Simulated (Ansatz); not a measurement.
NaCl (CsCl type, Pm-3m), r²SCAN in the plane-wave PAW code Ansatz, all energies at zero smearing, with the estimated change up to a 700 eV cutoff added, with one set of potentials and settings (totals compare only within such a set). Cell of 2 atoms (1 Na, 1 Cl): -2576.009 eV.

```tsv
element	reference phase	E (eV/atom)
Na	C2/m, 3 atoms in the cell	-1488.6146
Cl	Cmce, 4 atoms in the cell	-1083.6259
```

Formation energy per atom, worked out: (-2576.009 − 1×(-1488.6146) − 1×(-1083.6259))/2 = -1.884 eV/atom (-182 kJ per mol of atoms), at 0 K, without zero-point energy or fitted corrections.

This is a known high-pressure phase of the composition, computed here at zero pressure and temperature. The cell was relaxed with r²SCAN under the symmetry of its start. At this level the phase is dynamically unstable (imaginary phonons). The references are the lowest solids computed at this level, not always the standard phases (solids in place of the gases).

Potentials: the later of the program's two PAW sets.
